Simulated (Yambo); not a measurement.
G0W0@LDA for LiCl (rock salt, space group Fm-3m, No. 225) in Yambo. Reference settings: 6×6×6 Γ-centred k mesh, bands 2 to 71 and a 10 Ry block in the screening, 71 bands in G with the Bruneval-Gonze terminator, plasmon pole fitted at 27.2 eV. The LDA gap Γ → L on this mesh is 6.49 eV; G0W0 gaps are taken between the same points.

The settings were changed. The gap went from 9.61 eV to 9.55 eV, and the shift of the valence edge from -1.91 eV to -1.81 eV.

**Question.** What was changed between the two runs?
(A) no terminator
(B) 4×4×4 mesh
(C) 43 bands in G
(D) 24 bands in W, 24 bands in G

**Answer.** A, no terminator. The others gave (gap, valence shift): 24 bands in W, 24 bands in G: 9.60, -1.68 eV; 43 bands in G: 9.62, -1.91 eV; 4×4×4 mesh: 9.61, -1.89 eV.

Geometry relaxed with LDA; primitive cell a = 3.5103 Å, b = 3.5103 Å, c = 3.5103 Å, α = 60.00°, β = 60.00°, γ = 60.00°.

A shift is the quasiparticle energy of the state minus its LDA energy.
